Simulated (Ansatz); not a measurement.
WO$_{3}$ in space group P6/mmm (No. 191; W on 3f, O on 6l, O on 3g), the program Ansatz at the PBEsol level (PAW). The conduction-band minimum lies at Γ, with 1 equivalent valley. Second derivatives d²E/dk² of the lowest band at one valley (eV·Å²), along Cartesian directions:

```json
[
 {"direction": "[100]", "d²E/dk²": "23.01"},
 {"direction": "[010]", "d²E/dk²": "23.00"},
 {"direction": "[001]", "d²E/dk²": "48.54"},
 {"direction": "[110]", "d²E/dk²": "23.00"},
 {"direction": "[101]", "d²E/dk²": "35.84"},
 {"direction": "[011]", "d²E/dk²": "35.84"}
]
```

Q: Find the principal effective masses, the density-of-states mass and the conductivity mass.

A: Off-diagonal terms follow from H_xy = H[110] − (H_xx + H_yy)/2, and m*/mₑ = 7.620 eV·Å² over each eigenvalue: 0.16, 0.33, 0.33. One valley's DOS mass (m₁m₂m₃)^(1/3) = 0.26, conductivity mass 3/(Σ 1/mᵢ) = 0.24 mₑ.

Q: What effective density of states Nc follows at 300 K for parabolic valleys?

A: Nc = 2.509e19 × 1 × (0.26)^(3/2) ≈ 3.3e18 cm⁻³.

The first step of the workflow began from a Materials Project structure, measured or hypothetical; the Crystallography Open Database files this formula in space group No. 191, but the cells were not matched. Whether it is the stable phase at ambient conditions was not checked. The cell was relaxed with PBEsol under the symmetry of its start; whether a distortion lowers the energy is not shown. No spin polarisation was allowed. No Hubbard U is applied. Scalar-relativistic: spin–orbit coupling is off unless named, which matters more the heavier the elements.

Potentials: the later of the program's two PAW sets.

Edges and masses are those of Kohn–Sham bands, whose gap is no quasiparticle gap.
